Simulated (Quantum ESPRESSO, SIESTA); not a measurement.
Given: the input of a run of SIESTA 5.4.2 on In3As. The cell comes from a database or a generator and needn't be the stable form of this composition.

Contents of In3As.fdf:

```
SystemName                      In3As
SystemLabel                     In3As
NumberOfSpecies                 2
NumberOfAtoms                   4
%block ChemicalSpeciesLabel
  1  49 In
  2  33 As
%endblock ChemicalSpeciesLabel

LatticeConstant                 1.0 Ang
%block LatticeVectors
     4.6716810000     0.0000000000     0.0000000000
     0.0000000000     4.6716810000     0.0000000000
     0.0000000000     0.0000000000     4.6716810000
%endblock LatticeVectors
AtomicCoordinatesFormat         Ang
%block AtomicCoordinatesAndAtomicSpecies
     2.3358405000     2.3358405000     0.0000000000  1
     2.3358405000     0.0000000000     2.3358405000  1
     0.0000000000     2.3358405000     2.3358405000  1
     0.0000000000     0.0000000000     0.0000000000  2
%endblock AtomicCoordinatesAndAtomicSpecies

%block kgrid.MonkhorstPack
    6   0   0  0.0
    0   6   0  0.0
    0   0   6  0.0
%endblock kgrid.MonkhorstPack
XC.Functional                   GGA
XC.Authors                      PBE
PAO.BasisSize                   DZP
PAO.EnergyShift                 0.003 Ry
Mesh.Cutoff                     500 Ry
OccupationFunction              FD
ElectronicTemperature           0.05 eV
MaxSCFIterations                120
SCF.MustConverge                false
SCF.Mixer.Method                Pulay
SCF.Mixer.Weight                0.25
SCF.Mixer.History               8
SCF.DM.Tolerance                5.0e-05
SCF.H.Tolerance                 1.0e-03 eV
WriteForces                     true
Charge.Mulliken                 end
%block PAO.Basis
  In 4
  n=5 0 2
    6.996 0.000
  n=5 1 2
    9.500 0.000
  n=4 2 2
    4.106 0.000
  n=5 2 1
    9.500
  As 4
  n=4 0 2
    5.512 0.000
  n=4 1 2
    7.356 0.000
  n=3 2 2
    2.890 0.000
  n=4 2 1
    7.356
%endblock PAO.Basis
```

Potentials or basis: PseudoDojo 0.4 standard (PBE files), converted to PSML, two zetas on semicore shells, DZP (energy shift 0.003 Ry; two zetas on semicore shells).

Run with:

```console
$ siesta < In3As.fdf > In3As.out 2>&1
```

Question: Set up the same calculation for Quantum ESPRESSO 7.5. Potentials or basis there: SSSP 1.3 efficiency PBE, cutoff 748 eV.

Answer: As run (cutoffs and basis follow the program's own potentials, and thresholds, step limits or extra output files can differ):

pw.in

```
&CONTROL
  calculation = 'scf'
  prefix = 'pwscf'
  outdir = './tmp'
  pseudo_dir = './pseudo'
  tprnfor = .true.
  tstress = .true.
  disk_io = 'nowf'
/
&SYSTEM
  ibrav = 0
  nat = 4
  ntyp = 2
  ecutwfc = 55
  ecutrho = 440
  nbnd = 31
  occupations = 'smearing'
  smearing = 'fd'
  degauss = 0.00367493
/
&ELECTRONS
  conv_thr = 8d-10
  electron_maxstep = 120
  mixing_beta = 0.5
/
ATOMIC_SPECIES
In   114.8180 In.pbe-dn-rrkjus_psl.0.2.2.UPF
As    74.9216 As.pbe-n-rrkjus_psl.0.2.UPF
CELL_PARAMETERS angstrom
   4.6716810000    0.0000000000    0.0000000000
   0.0000000000    4.6716810000    0.0000000000
   0.0000000000    0.0000000000    4.6716810000
ATOMIC_POSITIONS crystal
In     0.5000000000    0.5000000000    0.0000000000
In     0.5000000000    0.0000000000    0.5000000000
In     0.0000000000    0.5000000000    0.5000000000
As     0.0000000000    0.0000000000    0.0000000000
K_POINTS automatic
6 6 6 0 0 0
```

Potentials or basis: SSSP 1.3 efficiency PBE.

Launch:

```bash
$ OMP_NUM_THREADS=1 pw.x -in pw.in > pw.out
```

Both were run:

|  | SIESTA | Quantum ESPRESSO |
| --- | --- | --- |
| Pressure | 1.5 GPa | 0.5 GPa |

The potentials hold 54 and 44 valence electrons a cell.

Pressure is positive in compression.
